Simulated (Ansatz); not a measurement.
## Run record: elastic constants by finite strains of SrTl (Pm-3m)

Computed with PBEsol, all-electron LAPW in Ansatz 0.2.0, scalar-relativistic; not a measurement.

The cell comes from a PAW relaxation under the same functional.

Launched as:

```sh
ansatz run input.yaml --threads 1 --pin off --max-ram 2560MiB --backend cpu --events-out ev --progress --plain --runs-dir out
```

Input file:

```yaml
crystal:
  lattice:
    - [4.01897893006, 0.0, 0.0]
    - [0.0, 4.01897893006, 0.0]
    - [0.0, 0.0, 4.01897893006]
  atoms:
    - { symbol: Sr, position: [0.0, 0.0, 0.0] }
    - { symbol: Tl, position: [0.5, 0.5, 0.5] }
kpoints:
  mp_grid: { grid: [12, 12, 12] }
scf:
  occupations: { method: fermi_dirac, width: 0.1 }
hamiltonian:
  xc: pbesol
  pseudopotentials: { kind: all_electron, lapw: { basis_error: 0.001 } }
elastic:
  mode: relaxed_ion
  stencil: two_point
  amplitude: 0.003
```

Output:

```
Warning: RAYON_NUM_THREADS=1 ignored (pool sized by the plan → 1); use --threads N
LAPW: plane waves up to 6.239 Å⁻¹, error target 1.0e-3 eV per atom; small_component_spin mean_spin; Sr in spheres of 1.589 Å, 26 of its electrons in bands, Dirac shells []; Tl in spheres of 1.787 Å, 35 of its electrons in bands, ...
Engine: ansatz 0.2.0, x86_64-unknown-linux-gnu
Pseudopotentials: kind: all_electron
Pseudopotential: Sr, LAPW, valence charge 26, lapw/all_electron/scalar/gaussian/Sr, Koelling and Harmon's equation, gaussian nucleus
Pseudopotential: Tl, LAPW, valence charge 35, lapw/all_electron/scalar/gaussian/Tl, Koelling and Harmon's equation, gaussian nucleus
Functional definition: PBEsol
  exchange = pbesol_x
  correlation = pbesol_c
Crystal: 2 atoms, lattice volume = 64.915 Å³
Basis set: ecut = 148.31218942635732 eV, 251 PW (Γ), exchange–correlation at level 2
Bands: 37, of which v1, the nominal top of the filled ones, is band 31 counted from 1 (30 counted from 0)
Symmetry: 48 space group operations
Space group: Pm-3m (ITA 221), of the structure as read, at distance tolerance 4.0e-5 Å
k-points: 84 of 1728
Non-local potential: Sr, projectors of the file, none
[... 115 lines left out ...]
        -0.000      0.000     -0.000      0.000      0.000     26.195
  reference stress σ⁰ (GPa):     -0.002     -0.002     -0.002      0.000      0.000     -0.000
  no Pulay correction (none for the plane-wave cutoff is built on LAPW): the batch's stresses and constants are at fixed plane waves
  C* (energy form; C + prestress term) asymmetry max|C*_kj − C*_jk| = 1.421e-14 GPa — a small one proves nothing (zero by symmetry where the batch's group is 432, −43m or m−3m); a large one is finite-difference/SCF noise where ...
  moduli (Voigt/Reuss/Hill, GPa): K = 29.96/29.96/29.96   G = 19.26/14.70/16.98   E = 42.85   ν = 0.262
  mechanically stable: yes (min eigenvalue of sym C = 17.73 GPa)
  where every solve meets its electron count the energy-path curvature estimates C_jj along a normal strain and C_jj − ¼(σ⁰_aa + σ⁰_bb) along a shear (ab), closely only under elastic.basis: deformed
  strain η (Voigt 11):  stress-route row diagonal C_11 = 41.78 GPa, energy-path curvature d²(F+E_count)/dδ²/Ω₀ = 41.78 GPa
         δ    σ_11 (GPa)             F (eV)   n_scf  n_hpsi   n_pw
    -3.000e-3      -0.1292     -637095.8610073       9  257519    283   relax 0 steps, max|allowed force component| 6.16e-32 eV/Å
     3.000e-3       0.1215     -637095.8610140       9  257607    283   relax 0 steps, max|allowed force component| 1.54e-32 eV/Å
  strain η (Voigt 23):  stress-route row diagonal C_44 = 26.20 GPa, energy-path curvature d²(F+E_count)/dδ²/Ω₀ = 26.20 GPa
         δ    σ_23 (GPa)             F (eV)   n_scf  n_hpsi   n_pw
    -3.000e-3      -0.0786     -637095.8610391       7  327123    283   relax 0 steps, max|allowed force component| 2.47e-32 eV/Å
     3.000e-3       0.0786     -637095.8610391       7  326827    283   relax 0 steps, max|allowed force component| 2.91e-30 eV/Å
```

The calculation finished and met its thresholds.

**Elastic constants**

Elastic constants of a crystal by Kohn-Sham DFT: slopes of the stress over finite engineering strains of the given cell, Voigt indices, Cartesian axes as in the input.

- Pressure at rest: 0.002 GPa
- Least elastic eigenvalue: 17.73 GPa
- Elastically stable: yes

| index | elastic (GPa) |
| --- | --- |
| 11 | 41.78 |
| 12 | 24.05 |
| 44 | 26.2 |

**Elastic moduli**

Hill averages of a grain aggregate, Debye temperature from the mean sound speed over directions.

```json
{
 "Bulk modulus": "29.96 GPa",
 "Shear modulus": "16.98 GPa",
 "Young modulus": "42.85 GPa",
 "Poisson ratio": "0.2616",
 "Bulk over shear modulus": "1.764",
 "Elastic anisotropy index": "1.551",
 "Least young modulus": "24.21 GPa",
 "Largest young modulus": "60.85 GPa",
 "Longitudinal sound speed": "2654 m/s",
 "Transverse sound speed": "1508 m/s",
 "Elastic debye temperature": "153 K",
 "Linear compressibility (x, y, z)": "11.13, 11.13, 11.13 1/TPa",
 "Zener ratio": "2.954",
 "Cauchy pressure": "-2.15 GPa"
}
```

### Strained cells

Stress of each strained cell less that at rest, tension positive.

```
strain component  strain  stress xx (GPa)  stress yy (GPa)  stress zz (GPa)  stress yz (GPa)  stress xz (GPa)  stress xy (GPa)  relaxation steps
              xx  -0.003           -0.127          -0.0726          -0.0726                0                0                0                 0
              xx   0.003           0.1237           0.0717           0.0717                0                0                0                 0
              yz  -0.003          -0.0005          -0.0003          -0.0003          -0.0786                0                0                 0
              yz   0.003          -0.0005          -0.0003          -0.0003           0.0786                0                0                 0
```

Keep in mind: responses of metals move with mesh and smearing; no spin-orbit coupling on heavy atoms.

Time and hardware: 4.1 min on 1 thread of AMD EPYC 7R43 64-Core Processor (Zen 3), with other jobs on the host, peak memory 0.94 GiB.
